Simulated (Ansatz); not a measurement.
As (diamond, Fd-3m) at seven volumes, DFT-PBE in the program Ansatz with PAW potentials, scaled uniformly. One row is withheld.

```
V (Å³/atom)  P (GPa)
-----------  -------
25.920          4.91
26.774          3.04
27.629          1.46
28.483          0.00
29.338             ?
30.192         -2.47
31.047         -3.37
```

### Question
Fit the shown pressures and predict the withheld one.

### Answer
Third-order Birch–Murnaghan: P = (3/2)B₀(x^(7/2) − x^(5/2))[1 + (3/4)(B′ − 4)(x − 1)] with x = (V₀/V)^(2/3). Least squares on the six rows gives V₀ = 28.476 Å³/atom, B₀ = 45.17 GPa, B′ = 3.12. At V = 29.338, x = 0.9803 and P = -1.29 GPa. The run itself gave -1.35 GPa.

The start of the workflow was typed in or built on a structure type; neither database checked (COD, Materials Project) lists it. It is not the phase usual at ambient conditions (space group No. 166). Symmetry was held in the PBE relaxation; whether a distortion lowers the energy is not shown.

Potentials: the later of the program's two PAW sets.
